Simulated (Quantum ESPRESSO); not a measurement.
## Al3ZnO5F (input and log of a self-consistent run)

A calculation, not a measurement. The program is pw.x of Quantum ESPRESSO 7.5 (plane-wave density functional theory). The cell is made up: 10 atoms on a corundum lattice, with randomly drawn elements, strain and displacements, not relaxed. PseudoDojo standard norm-conserving files (v0.5 for PBE, v0.4.1 for LDA and PBEsol) set the functional; there is no spin polarisation, spin-orbit coupling or dispersion term, and the masses in the input are unused placeholders.

Input:

```
&control calculation='scf', pseudo_dir='./dojo.nc.sr.pbe.v0_5.standard.upf', outdir='./o', disk_io='medium', tprnfor=.true., tstress=.true. /
&system ibrav=0, nat=10, ntyp=4, nbnd=39, ecutwfc=84.00895049, nosym=.true., tot_charge=0,
 occupations='smearing', smearing='fd', degauss=0.0018374661
/
&electrons conv_thr=7.350e-09, electron_maxstep=60, /
ATOMIC_SPECIES
Al 1.0 Al.upf
F 1.0 F.upf
O 1.0 O.upf
Zn 1.0 Zn.upf
CELL_PARAMETERS angstrom
2.373 1.3253 4.3035
-2.4277 1.3715 4.3189
0.0126 -2.7726 4.3353
ATOMIC_POSITIONS angstrom
Al -0.0216 0.0341 4.5801
Zn 0.0383 -0.0604 1.9011
Al -0.0284 -0.0537 8.3981
Al -0.0523 -0.0118 11.0798
O -1.0082 1.338 7.5726
O -0.729 -1.5337 7.5867
O 1.6601 0.0204 7.5708
O 0.9019 -1.4139 5.3731
O 0.6983 1.4355 5.3989
F -1.7204 -0.1446 5.3948
K_POINTS automatic
6 6 6 1 1 1
```

The log is shortened where brackets say so; the opening notice, blank lines, dates and the lines on written files are dropped, and the path of the files is cut. It prints rydbergs, bohrs and kilobars, and counts compression as positive stress. With no partly filled state, the Fermi energy that it prints is only some level between the filled and the empty states on the mesh, and need not lie in the true gap.

```
     Program PWSCF v.7.5
     Parallel version (MPI & OpenMP), running on       1 processor cores
     Number of MPI processes:                 1
     Threads/MPI process:                     1
     [start-up lines left out]
     bravais-lattice index     =            0
     lattice parameter (alat)  =       9.6186  a.u.
     unit-cell volume          =     576.5678 (a.u.)^3
     number of atoms/cell      =           10
     number of atomic types    =            4
     number of electrons       =        66.00
     number of Kohn-Sham states=           39
     kinetic-energy cutoff     =      84.0090  Ry
     charge density cutoff     =     336.0358  Ry
     scf convergence threshold =      7.3E-09
     mixing beta               =       0.7000
     number of iterations used =            8  plain     mixing
     Exchange-correlation= PBE
                           (   1   4   3   4   0   0   0)
     [axes and pseudopotential details left out]
   Cartesian axes
     site n.     atom                  positions (alat units)
         1        Al     tau(   1) = (  -0.0042437   0.0066995   0.8998308  )
         2        Zn     tau(   2) = (   0.0075246  -0.0118665   0.3735002  )
         3        Al     tau(   3) = (  -0.0055796  -0.0105502   1.6499354  )
         4        Al     tau(   4) = (  -0.0102751  -0.0023183   2.1767964  )
         5        O      tau(   5) = (  -0.1980763   0.2628706   1.4877533  )
         6        O      tau(   6) = (  -0.1432232  -0.3013189   1.4905234  )
         7        O      tau(   7) = (   0.3261521   0.0040079   1.4873996  )
         8        O      tau(   8) = (   0.1771921  -0.2777823   1.0556278  )
         9        O      tau(   9) = (   0.1371917   0.2820260   1.0606966  )
        10        F      tau(  10) = (  -0.3379989  -0.0284089   1.0598911  )
     number of k points=   108  Fermi-Dirac smearing, width (Ry)=  0.0018
     Number of k-points >= 100: set verbosity='high' to print them.
     Dense  grid:    59957 G-vectors     FFT dimensions: (  60,  60,  60)
     Estimated max dynamical RAM per process >      90.97 MB
     Initial potential from superposition of free atoms
     starting charge      65.9925, renormalised to      66.0000
     Starting wfcs are   46 randomized atomic wfcs
     total cpu time spent up to now is       15.8 secs
     per-process dynamical memory:    60.0 Mb
     Self-consistent Calculation
     iteration #  1     ecut=    84.01 Ry     beta= 0.70
     Davidson diagonalization with overlap
     ethr =  1.00E-02,  avg # of iterations =  3.4
     total cpu time spent up to now is       67.8 secs
     total energy              =    -646.60670246 Ry
     estimated scf accuracy    <       2.07041387 Ry
     iteration #  2     ecut=    84.01 Ry     beta= 0.70
     Davidson diagonalization with overlap
     ethr =  3.14E-03,  avg # of iterations =  2.3
     total cpu time spent up to now is      122.3 secs
     total energy              =    -647.21226975 Ry
     estimated scf accuracy    <       1.43057442 Ry
     iteration #  3     ecut=    84.01 Ry     beta= 0.70
     Davidson diagonalization with overlap
     ethr =  2.17E-03,  avg # of iterations =  2.0
     total cpu time spent up to now is      168.5 secs
     total energy              =    -647.47278306 Ry
     estimated scf accuracy    <       0.01694591 Ry
     iteration #  4     ecut=    84.01 Ry     beta= 0.70
     Davidson diagonalization with overlap
     c_bands:  1 eigenvalues not converged
     ethr =  2.57E-05,  avg # of iterations =  9.9
     total cpu time spent up to now is      223.7 secs
     total energy              =    -647.47984034 Ry
     estimated scf accuracy    <       0.00611112 Ry
     iteration #  5     ecut=    84.01 Ry     beta= 0.70
     Davidson diagonalization with overlap
     ethr =  9.26E-06,  avg # of iterations =  2.7
     total cpu time spent up to now is      269.7 secs
     total energy              =    -647.48046437 Ry
     estimated scf accuracy    <       0.00094744 Ry
     iteration #  6     ecut=    84.01 Ry     beta= 0.70
     Davidson diagonalization with overlap
     c_bands:  1 eigenvalues not converged
     ethr =  1.44E-06,  avg # of iterations =  4.4
     total cpu time spent up to now is      328.0 secs
     total energy              =    -647.48054474 Ry
     estimated scf accuracy    <       0.00010068 Ry
     iteration #  7     ecut=    84.01 Ry     beta= 0.70
     Davidson diagonalization with overlap
     ethr =  1.53E-07,  avg # of iterations =  2.0
     total cpu time spent up to now is      374.8 secs
     total energy              =    -647.48057384 Ry
     estimated scf accuracy    <       0.00000426 Ry
     iteration #  8     ecut=    84.01 Ry     beta= 0.70
     Davidson diagonalization with overlap
     ethr =  6.45E-09,  avg # of iterations =  2.3
     total cpu time spent up to now is      422.9 secs
     total energy              =    -647.48057438 Ry
     estimated scf accuracy    <       0.00000178 Ry
     iteration #  9     ecut=    84.01 Ry     beta= 0.70
     Davidson diagonalization with overlap
     ethr =  2.69E-09,  avg # of iterations =  2.0
     total cpu time spent up to now is      467.2 secs
     total energy              =    -647.48057459 Ry
     estimated scf accuracy    <       0.00000013 Ry
     iteration # 10     ecut=    84.01 Ry     beta= 0.70
     Davidson diagonalization with overlap
     ethr =  2.00E-10,  avg # of iterations =  2.0
     total cpu time spent up to now is      518.5 secs
     total energy              =    -647.48057464 Ry
     estimated scf accuracy    <       0.00000001 Ry
     iteration # 11     ecut=    84.01 Ry     beta= 0.70
     Davidson diagonalization with overlap
     ethr =  1.80E-11,  avg # of iterations =  2.0
     total cpu time spent up to now is      568.5 secs
     End of self-consistent calculation
     Number of k-points >= 100: set verbosity='high' to print the bands.
     the Fermi energy is    12.7351 ev
!    total energy              =    -647.48057463 Ry
     estimated scf accuracy    <          3.3E-09 Ry
     smearing contrib. (-TS)   =       0.00000000 Ry
     internal energy E=F+TS    =    -647.48057463 Ry
     The total energy is F=E-TS. E is the sum of the following terms:
     one-electron contribution =    -427.21136621 Ry
     hartree contribution      =     255.49851194 Ry
     xc contribution           =    -105.95800736 Ry
     ewald contribution        =    -369.80971300 Ry
     convergence has been achieved in  11 iterations
     Forces acting on atoms (cartesian axes, Ry/au):
     atom    1 type  1   force =     0.08717468   -0.04329844   -0.07930281
     atom    2 type  4   force =    -0.07354507    0.11546928    0.02156034
     atom    3 type  1   force =    -0.04808063   -0.05248748   -0.06028413
     atom    4 type  1   force =    -0.02480107   -0.12279260    0.04690164
     atom    5 type  3   force =     0.11696618   -0.00631279    0.05924184
     atom    6 type  3   force =    -0.06815006    0.05428917    0.03857060
     atom    7 type  3   force =    -0.06227357   -0.00434474    0.07691405
     atom    8 type  3   force =     0.07842797    0.10096309   -0.02511545
     atom    9 type  3   force =    -0.09448460    0.05782517   -0.01362582
     atom   10 type  2   force =     0.08876617   -0.09931068   -0.06486026
     Total force =     0.386092     Total SCF correction =     0.000091
     Computing stress (Cartesian axis) and pressure
          total   stress  (Ry/bohr**3)                   (kbar)     P=      233.20
   0.00119768   0.00039145  -0.00018010          176.18       57.59      -26.49
   0.00039145   0.00192158   0.00041049           57.59      282.67       60.39
  -0.00018010   0.00041049   0.00163658          -26.49       60.39      240.75
     init_run     :     12.47s CPU     15.77s WALL (       1 calls)
     electrons    :    533.64s CPU    552.65s WALL (       1 calls)
     forces       :     10.64s CPU     10.74s WALL (       1 calls)
     stress       :     26.12s CPU     26.21s WALL (       1 calls)
     [timing details left out]
     PWSCF        :   9m43.03s CPU  10m 6.71s WALL
     JOB DONE.
```

In other units: free energy -8809.422 eV for the cell, pressure 23.32 GPa, largest force component 3.157 eV/Å. A rerun of this cell at a cutoff of 1437 eV and k mesh 8 x 8 x 8 moved values by no more than 0.003 eV in energy, 0.03 GPa in stress and 0.002 eV/Å in force.